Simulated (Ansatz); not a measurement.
## BiRh: do energies and stresses tell the same story?

Theory: DFT r2SCAN, scalar-relativistic, plane waves, PAW (Ansatz 0.2.0).

Settings: cutoff 500 eV, Γ-centred mesh 12×12×8 on the computed 4-atom cell, Gaussian smearing of 0.10 eV; no spin polarisation.

Relaxed cell: P6_3/mmc, a = 4.130 Å, b = 4.130 Å, c = 5.691 Å, α = 90.00°, β = 90.00°, γ = 120.00°, 4 atoms in the primitive cell. Whether it is the stable form of this composition wasn't checked.

Energies at zero smearing and pressures from the stress tensor, at volumes with shape and atoms relaxed:
```
V (Å³/atom) E − E(first) (meV/atom) P (GPa)
     18.494                     0.00    22.57
     19.125                   -73.93    15.28
     19.755                  -121.71     9.23
     20.386                  -147.76     4.19
     21.016                  -155.69     0.00
     21.647                  -148.55    -3.47
     22.277                  -128.89    -6.37
     23.118                   -86.80    -9.46
```

Q: Check P = −dE/dV between neighbouring volumes, and get the bulk modulus from the pressures alone.

A: With 1 eV/Å³ = 160.2 GPa:
```
middle V (Å³/atom)  −ΔE/ΔV (GPa) mean P (GPa)
            18.810        18.788        18.925
            19.440        12.142        12.254
            20.071         6.617         6.709
            20.701         2.017         2.097
            21.332        -1.815        -1.735
            21.962        -4.996        -4.922
            22.698        -8.021        -7.913
```

The two differ by 0.14 GPa at most. The mean of two end pressures misses the average over a step by about ΔV² P″/12, up to 0.11 GPa here; with that taken off 0.04 GPa remains. The stress is the derivative of the free energy, not of the energy at zero smearing, and with free energies 0.01 GPa remains. Around V = 21.016 Å³/atom, the two neighbours give B = −V ΔP/ΔV = 21.016 × 7.67 / 1.261 = 127.8 GPa, against B0 = 127.3 GPa from the Birch–Murnaghan fit of the energies.

Spin–orbit coupling is left out, which can shift energies with elements as heavy as these.

Cost: 9 runs of about 25 core-minutes in all, on Arm Neoverse V1 (shared hosts).